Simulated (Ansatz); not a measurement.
## SnSe (Fm-3m), a sublattice moved along a line

All numbers below come from DFT LDA, scalar-relativistic, plane waves, PAW in Ansatz 0.2.0. Cutoff 420 eV, Γ-centred 8×8×8 k-points, Gaussian smearing of 0.05 eV. No spin polarisation. Energies are free energies at this smearing, counted from the undisturbed cell; pressure is positive in compression.

Reference structure (as given, not relaxed at this level; it stands at -3.4 GPa; this rock-salt form isn't the usual structure):

```xyz
2
Lattice="0.0000 3.0100 3.0100 3.0100 0.0000 3.0100 3.0100 3.0100 0.0000" Properties=species:S:1:pos:R:3 pbc="T T T"
Sn    0.0000    0.0000    0.0000
Se    3.0100    3.0100    3.0100
```

Every Se atom is moved by x along the Cartesian unit vector (0.000, 0.000, -1.000); the cell and all other atoms stay fixed.

| x (Å) | ΔE (meV/cell) | force along x on the moved atoms (eV/Å) | pressure (GPa) | gap on the mesh (eV) |
| --- | --- | --- | --- | --- |
| -0.3000 | 15.7 | ? | -2.0 | ? |
| -0.1500 | -1.4 | 0.01 | -3.0 | 0.71 |
| 0.0000 | 0.0 | 0.00 | -3.4 | 0.61 |
| 0.0375 | -0.2 | 0.01 | -3.3 | 0.62 |
| 0.0750 | -0.7 | 0.02 | -3.3 | 0.64 |
| 0.1125 | -1.2 | 0.01 | ? | ? |
| 0.1875 | -0.5 | -0.04 | -2.8 | 0.77 |
| 0.2250 | 2.1 | -0.10 | -2.6 | 0.83 |
| 0.2625 | 7.2 | -0.18 | -2.3 | 0.88 |

By symmetry 0.3000 repeats -0.3000, -0.2250 repeats 0.2250, 0.1500 repeats -0.1500, -0.0750 repeats 0.0750 in energy; the slope of the energy along the path changes sign there.

(1) Give the withheld values.

## Answers

(1) force along x on the moved atoms (eV/Å) at x (Å) = -0.3000: 0.28; gap on the mesh (eV) at x (Å) = -0.3000: 0.90; pressure (GPa) at x (Å) = 0.1125: -3.2; gap on the mesh (eV) at x (Å) = 0.1125: 0.67.